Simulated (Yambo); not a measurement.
## Convergence of the G0W0 gap of Cl

G0W0@LDA for Cl (space group Cmce, No. 64) in Yambo. Reference settings: 4×4×2 Γ-centred k mesh, 202 bands and a 8 Ry block in the screening, 202 bands in G with the Bruneval-Gonze terminator, plasmon pole fitted at 27.2 eV. The LDA gap Γ → Γ on this mesh is 2.08 eV; G0W0 gaps are taken between the same points.

| change from the reference | G0W0 gap Γ → Γ (eV) | shift of the valence edge (eV) | rough Yambo cost |
|---|---|---|---|
| reference settings | 4.87 | -1.69 | 1 |
| 70 bands in G | 4.88 | -1.65 | – |
| wavefunctions cut at 25 Ry | 4.87 | -1.68 | within a factor of two |
| no point-group symmetry | 4.87 | -1.69 | within a factor of two |
| 70 bands in G, no terminator | 4.92 | -1.24 | – |
| no terminator | 4.89 | -1.59 | – |

The reference isn't shown to be the converged limit. Costs are rough (shared machines), scaled to the same edge states, and given only for runs that recompute the screening.

Geometry of the Materials Project entry, not relaxed at this level; primitive cell a = b = 3.8585 Å, c = 8.4024 Å, α = β = 90.00°, γ = 64.45°.

A shift is the quasiparticle energy of the state minus its LDA energy.

The distance between layers or molecules is the database entry's, not relaxed here. Functionals without dispersion can leave it too large, which widens gaps and weakens the response across layers: the numbers belong to this cell.
